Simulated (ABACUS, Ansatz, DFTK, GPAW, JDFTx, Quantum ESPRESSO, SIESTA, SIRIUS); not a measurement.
CsH: 8 runs at one level of theory

```
CELL_PARAMETERS angstrom
0.00000 3.18800 3.18800
3.18800 0.00000 3.18800
3.18800 3.18800 0.00000
ATOMIC_POSITIONS crystal
Cs 0.00000 0.00000 0.00000
H 0.50000 0.50000 0.50000
```

Alike in all runs: task single point; functional PBEsol; k mesh 7 × 7 × 7; occupations fermi-dirac, width 0.05 eV; no spin polarisation; no spin-orbit coupling. Pressure is positive in compression and, in plane waves, holds the error of the finite cutoff.

```
                                                                                                           program and potentials  plane-wave cutoff (eV)         notes  pressure (GPa)
                                                                      ABACUS, PseudoDojo NC SR 0.4.1 PBEsol standard, plane waves                     993             -           -0.54
                                                                               DFTK, PseudoDojo SR PBEsol 0.4.1 standard (PBEsol)                     980             -           -0.54
                                                                   JDFTx, PseudoDojo-SR-PBEsol-0.4.1-standard with smoothed tails                     980             -           -0.54
SIESTA, files PseudoDojo sr-pbesol-0.4.1-standard, DZP (energy shift 0.003 Ry; two zetas on semicore shells; d shell added on Cs)                       -  atomic basis           -0.26
                                                                                                Quantum ESPRESSO, GBRV 1.5 PBEsol                     612             -           -0.55
                                                                                GPAW, PAW data sets generated for this functional                     600             -           -0.51
                                                                   SIRIUS, PseudoDojo 0.4.1 PBEsol standard (scalar relativistic)                     983             -           -0.54
                                                                                   Ansatz, all-electron LAPW, scalar-relativistic                       -             -           -0.52
```

The pressure spans -0.55 (Quantum ESPRESSO, GBRV 1.5 PBEsol) to -0.26 GPa (SIESTA, files PseudoDojo sr-pbesol-0.4.1-standard, DZP (energy shift 0.003 Ry; two zetas on semicore shells; d shell added on Cs)), with all-electron results at -0.52. Rows in atomic bases carry the error of their basis and grid, which can be large.

The functional is the same throughout but for its coding, so the spread measures potentials, basis and numerics; runs on potential files found faulty are left out.
